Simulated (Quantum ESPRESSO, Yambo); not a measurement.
CsNbP₂O₈ (space group C2/m, No. 12): one geometry, one set of norm-conserving PBEsol (Quantum ESPRESSO, 84 Ry, scalar-relativistic) orbitals, self-energies from Yambo (2×2×1 Γ-centred k mesh, bands 2 to 295 and a 7 Ry block in the screening, 295 bands in G with the Bruneval-Gonze terminator, plasmon pole fitted at 27.2 eV).

```csv
level,"gap (-0.5, -0.5, 0) → Γ (eV)","direct gap at (-0.5, -0.5, 0) (eV)"
PBEsol (Quantum ESPRESSO),2.65,2.75
exchange only (Hartree-Fock self-energy on PBEsol orbitals),(withheld),(withheld)
static COHSEX@PBEsol,(withheld),(withheld)
"G0W0@PBEsol, plasmon pole",5.01,5.12
```

Problem. What belongs in the gaps?

Solution. 
- exchange only (Hartree-Fock self-energy on PBEsol orbitals), gap (-0.5, -0.5, 0) → Γ (eV): 14.20
- exchange only (Hartree-Fock self-energy on PBEsol orbitals), direct gap at (-0.5, -0.5, 0) (eV): 14.32
- static COHSEX@PBEsol, gap (-0.5, -0.5, 0) → Γ (eV): 5.72
- static COHSEX@PBEsol, direct gap at (-0.5, -0.5, 0) (eV): 5.83

Bare exchange has no screening and gives the widest gap; static COHSEX screens it but leaves out the frequency dependence, which G0W0 restores.

Nearest settings tried, and what they do to the gap: 193 bands in W, 193 bands in G: +50 meV; 6 Ry block (347 vectors against 407): -1 meV. Not varied: mesh. So the settings aren't converged at that level. The k mesh is coarse.

Spin-orbit coupling is not included.

Geometry of the Materials Project entry, not relaxed at this level; primitive cell a = 5.101 Å, b = 5.101 Å, c = 8.774 Å, α = 92.92°, β = 92.92°, γ = 62.09°.
